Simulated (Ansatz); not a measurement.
Field gradients of HfO2 with an O vacancy from run to run

Cell of run 1: a supercell of HfO2 (baddeleyite type, P2_1/c) built from a computed structure from the Materials Project (it need not be an observed phase), with all atoms left at the host's positions.

```
CELL_PARAMETERS angstrom
-0.87617 5.15064 5.20295
4.21801 0.00000 5.20295
5.09418 5.15064 0.00000
ATOMIC_POSITIONS crystal
Hf 0.44492 0.26299 0.01315
Hf 0.94492 0.76299 0.51315
Hf 0.51315 0.27895 0.44492
Hf 0.01315 0.77895 0.94492
Hf 0.05508 0.23701 0.48685
Hf 0.55508 0.73701 0.98685
Hf 0.98685 0.22105 0.05508
Hf 0.48685 0.72105 0.55508
O 0.13655 0.84202 0.60597
O 0.10597 0.41545 0.13655
O 0.60597 0.91545 0.63655
O 0.86345 0.15798 0.39403
O 0.36345 0.65798 0.89403
O 0.39403 0.08455 0.36345
O 0.89403 0.58455 0.86345
O 0.30433 0.04193 0.02643
O 0.80433 0.54193 0.52643
O 0.02643 0.12731 0.80433
O 0.52643 0.62731 0.30433
O 0.19567 0.45807 0.47357
O 0.69567 0.95807 0.97357
O 0.47357 0.37269 0.69567
O 0.97357 0.87269 0.19567
```

Atom numbers follow the list; atoms alike are taken as one site, whose name carries the number of the first.

Relaxed positions (PBE, cell held):

```
CELL_PARAMETERS angstrom
-0.87617 5.15064 5.20295
4.21801 0.00000 5.20295
5.09418 5.15064 0.00000
ATOMIC_POSITIONS crystal
Hf 0.44112 0.26473 0.01625
Hf 0.94289 0.76277 0.51327
Hf 0.50893 0.27693 0.45523
Hf 0.01278 0.77969 0.94506
Hf 0.05412 0.23823 0.48495
Hf 0.55525 0.74722 0.98262
Hf 0.99431 0.21844 0.05445
Hf 0.48740 0.72030 0.55265
O 0.13848 0.84211 0.60327
O 0.10258 0.41812 0.13783
O 0.60077 0.91484 0.63977
O 0.85684 0.16061 0.39191
O 0.37704 0.64123 0.90588
O 0.40617 0.08650 0.35381
O 0.88739 0.57822 0.86787
O 0.30344 0.03876 0.04136
O 0.80056 0.53272 0.53896
O 0.04536 0.12159 0.80174
O 0.54608 0.61224 0.29650
O 0.19552 0.46675 0.45769
O 0.69975 0.97378 0.95645
O 0.45002 0.38048 0.70043
O 0.95665 0.88172 0.19606
```

All runs are DFT with Ansatz 0.2.0 (plane waves and PAW, scalar-relativistic unless spin–orbit coupling is named, Γ-centred meshes, Fermi–Dirac smearing where given) in this cell, at cell charge +1. Start moments of run 1 as typed (μB): 0.5 0 0.5 0 0 0.5 0.5 0 0 0 0 0 0 0 0 0 0 0 0 0 0 0 0 by atom.

Run 1: PBE, parallel start moments, atoms at the host's positions; 420 eV, 3×3×3 k-points, smearing 0.01 eV.
Run 2: PBE, parallel start moments, atoms relaxed; 420 eV, 3×3×3 k-points, smearing 0.01 eV.
Run 3: r2SCAN, parallel start moments, at the relaxed atoms; 500 eV, 3×3×3 k-points, smearing 0.01 eV.

| run | Hf1 V_zz (η) | Hf3 V_zz (η) | Hf4 V_zz (η) | Hf7 V_zz (η) | Hf8 V_zz (η) | absolute moment (μB) |
| --- | --- | --- | --- | --- | --- | --- |
| 1 | 32.4 (0.44) | 31.0 (0.28) | 12.50 (0.12) | 33.7 (0.15) | 10.95 (0.47) | 1.0 |
| 2 | 30.1 (0.68) | 28.8 (0.40) | 16.94 (0.32) | 28.8 (0.27) | 14.13 (0.67) | 1.0 |
| 3 | ? | ? | ? | ? | ? | ? |

V_zz in 10²¹ V/m²; 5 of the 23 sets of like atoms are followed.

(1) Estimate the row of run 3.

Results:

(1) Hf1: 30.7 (0.67); Hf3: 29.6 (0.40); Hf4: 17.26 (0.33); Hf7: 29.9 (0.27); Hf8: 14.40 (0.65); absolute moment (μB): 1.0. It lies nearest to run 2, from whose tensors on these sites it differs by 1.09 at most (largest principal value of the difference, on Hf7). Taken one at a time, the positions of the atoms (as given or relaxed) move the tensors on these sites by up to 7.93 (largest principal value of the change, on Hf8), the functional (r2SCAN with its higher cutoff) by 1.09 (Hf7).

The defect repeats with the cell of 23 atoms, so it feels its images: sites between two images don't show the values beside a lone defect, and zeros or small values of η there can come from the images' arrangement. Hf carries a gradient in the pure host already, so the values there aren't the defect's effect alone. A uniform background compensates the cell's charge. Without spin–orbit coupling the gradients at and beside Hf can be off by some per cent, at some sites by more. The relaxation keeps the symmetry of the vacancy's site, so distortions that break it, Jahn–Teller ones too, aren't explored. In run 3 the program didn't check the stability of the electronic state in full, so a lower one may lie near. In run 1 the atoms aren't at the calculated equilibrium (largest force 1.7 eV/Å).
